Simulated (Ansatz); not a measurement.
PdSeO$_{4}$:
```cif
data_O16Pd4Se4
_chemical_formula_sum 'Pd4 Se4 O16'
_space_group_name_H-M_alt 'C2/c'
_space_group_IT_number 15
_space_group_name_Hall '-C 2yc'
_cell_length_a 7.78506
_cell_length_b 6.41656
_cell_length_c 7.69227
_cell_angle_alpha 90.000
_cell_angle_beta 98.731
_cell_angle_gamma 90.000
loop_
_atom_site_label
_atom_site_type_symbol
_atom_site_symmetry_multiplicity
_atom_site_Wyckoff_symbol
_atom_site_fract_x
_atom_site_fract_y
_atom_site_fract_z
_atom_site_occupancy
Pd1 Pd 4 c 0.25000 0.25000 0.00000 1
Se1 Se 4 e 0.00000 0.06611 0.25000 1
O1 O 8 f 0.31376 0.43012 0.21103 1
O2 O 8 f 0.01679 0.21561 0.07349 1
```
(The calculation used a cell of 12 atoms; values per cell refer to that cell.)

Relaxed with PBEsol. Plane-wave PAW PBEsol (Ansatz code) gives a gap of 1.33 eV.

Q: What gap does HSE06 give on the same cell (Ansatz, PAW)?

A: 3.36 eV, 2.03 eV more. The hybrid was solved on a coarser mesh and at special points; the gap given is the minimum over both.

```
k   v1 PBEsol  c1 PBEsol  v1 HSE06  c1 HSE06
--  ---------  ---------  --------  --------
Γ       -0.07       1.86     -0.07      3.84
Y2       0.00       1.49      0.00      3.52
A       -0.28       1.90       [?]       [?]
M2      -0.27       1.37       [?]       [?]
V2      -0.21       1.45     -0.22      3.46
L2      -0.14       1.42     -0.16      3.39
C       -0.02       1.51       [?]       [?]
D       -0.27       1.41       [?]       [?]
```

Q: Top valence (v1) and lowest conduction level (c1) in eV from each method's valence maximum (which need not be a listed point): supply the withheld HSE06 values.

A: 
- C, v1 HSE06: -0.02
- C, c1 HSE06: 3.55
- D, v1 HSE06: -0.28
- D, c1 HSE06: 3.44
- M2, v1 HSE06: -0.27
- M2, c1 HSE06: 3.39
- A, v1 HSE06: -0.23
- A, c1 HSE06: 4.00

Cost on shared cores: the PBEsol run (SCF on a 6×6×4 mesh, then bands and DOS) roughly 4 core-minutes, the HSE06 run (SCF on 4×4×2, then a few points) roughly 16 core-minutes; the tasks are unlike.

The workflow started from a Materials Project entry (that database holds measured and hypothetical structures alike); the Crystallography Open Database copy checked does not list it. Its standing as an ambient phase is unchecked. The cell was relaxed with PBEsol under the symmetry of its start; whether a distortion lowers the energy is not shown. The run is not spin-polarised. Spin–orbit coupling is left out wherever it is not named.

Potentials: the later of the program's two PAW sets.
